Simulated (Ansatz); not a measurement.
Values for one crystal, relaxed and computed with DFT-PBEsol in the program Ansatz with PAW potentials; other levels are named.

```yaml
volume_per_atom: 12.01 Å³
electronic_character: metallic (no gap)
debye_temperature_from_the_elastic_constants: 371 K
zone_centre_stability: no imaginary mode at Γ
Formation energy from the elements (no fitted shifts): -322 meV/atom
highest_zone_centre_frequency: 317 cm⁻¹
Elastic constants (relaxed ions, GPa): C11 = 294, C12 = 190, C13 = 100, C33 = 303, C44 = 41.6
```

**Question.** Which compound is it?
A) MnGe, rock salt
B) HfGe, P-6m2 (Hf on 1a, Ge on 1f)
C) Ni7Ge4, P-6m2 (Pearson symbol hP11)
D) YSi, CsCl type

**Answer.** C, Ni7Ge4, P-6m2 (Pearson symbol hP11)

The first step of the workflow began from a Materials Project structure, measured or hypothetical; the Crystallography Open Database copy checked does not list it. Its standing as an ambient phase is unchecked. Symmetry was held in the PBEsol relaxation. No spin polarisation was allowed. As this level gives no gap, shear constants depend on the k-mesh and smearing (Fermi–Dirac, 0.1 eV here). As this level gives no gap, phonon frequencies hold no LO–TO term and depend on the k-mesh and smearing (Fermi–Dirac, 0.1 eV here). The references are the lowest solids computed at this level, not always the standard phases. Scalar-relativistic: spin–orbit coupling is off unless named, which matters more the heavier the elements.

Potentials: the later of the program's two PAW sets.
